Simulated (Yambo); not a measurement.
```xyz
10
Lattice="3.2721 -5.2948 0.0000 3.2721 5.2948 0.0000 0.0000 0.0000 4.0483" Properties=species:S:1:pos:R:3 pbc="T T T"
F      3.2721     2.1518     0.0000
F      3.2721    -2.1518     0.0000
F      1.2385    -1.5246     2.0242
F      5.3056     1.5246     2.0242
F      1.2385     1.5246     2.0242
F      5.3056    -1.5246     2.0242
F      3.2721     0.0000     2.0242
K      0.0000     0.0000     0.0000
Sc     3.2721     2.0482     2.0242
Sc     3.2721    -2.0482     2.0242
```

Response from Yambo on PBEsol (pw.x of Quantum ESPRESSO, ONCV potentials, no spin-orbit coupling) bands: 4×4×4 mesh, 122 bands, 3 Ry local-field block, 0.2 eV broadening.

### Question
Give the static electronic dielectric constant without and with local fields along each axis.

### Answer
```csv
field along,"ε(0), independent particles","ε(0), RPA with local fields",refractive index √ε
x,2.53,2.46,1.57
y,2.51,2.35,1.53
z,2.44,2.34,1.53
```
Electronic (clamped-ion) response only. PBEsol gaps are usually too small, which raises these values. Convergence of the RPA response with its 4×4×4 mesh was not tested. x, y and z are Cartesian axes of the cell as given.

Geometry of the Materials Project entry, not relaxed at this level.

The structure is a Materials Project entry; no match was found in the copy of COD used, and its stability was not checked.
